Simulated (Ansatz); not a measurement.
A geometry of WS$_{2}$ away from equilibrium: step 3 of the relaxation of a relaxed WS2 cell with every coordinate shifted by Gaussian noise of σ = 0.2 Å. Calculation: r2SCAN (plane waves to 500 eV, PAW, scalar-relativistic; Ansatz, a quantum-chemistry and plane-wave program). Γ-centred k-mesh 8×8×2 on the run's cell (coarser than for final values), Fermi–Dirac smearing 0.05 eV.

```xyz
6
Lattice="3.1901 0.0141 0.0200 -1.5829 2.7422 -0.0423 0.0821 -0.1531 13.0537" Properties=species:S:1:pos:R:3 pbc="T T T"
W      0.0765     1.6480     3.1339
W      1.6046     0.8621     9.5365
S     -0.0492     1.7324     8.0083
S      1.6906     0.6744     1.5912
S      1.6591     0.8029     4.7058
S     -0.0239     1.7680    11.0819
```

Task: Predict the force on each atom, in eV/Å.

Result: 
```
atom     Fx     Fy     Fz
----  -----  -----  -----
W1     0.09  -0.05  -0.20
W2    -1.13  -0.47   1.08
S3     0.85   0.26  -1.05
S4    -0.11   0.51   0.04
S5     0.01  -0.45   0.14
S6     0.28   0.20  -0.01
```

Task: What is the pressure?

Result: +1.4 GPa, compression positive.

Task: How far above the relaxed end point is this geometry?

Result: 0.02 eV/atom; the path ends in P6₃/mmc (No. 194) (AFLOW prototype AB2_hP6_194_c_f (C7, as in MoS2)).

No spin polarisation in the result. Without a van der Waals term the distances between weakly bound units are poorly fixed.
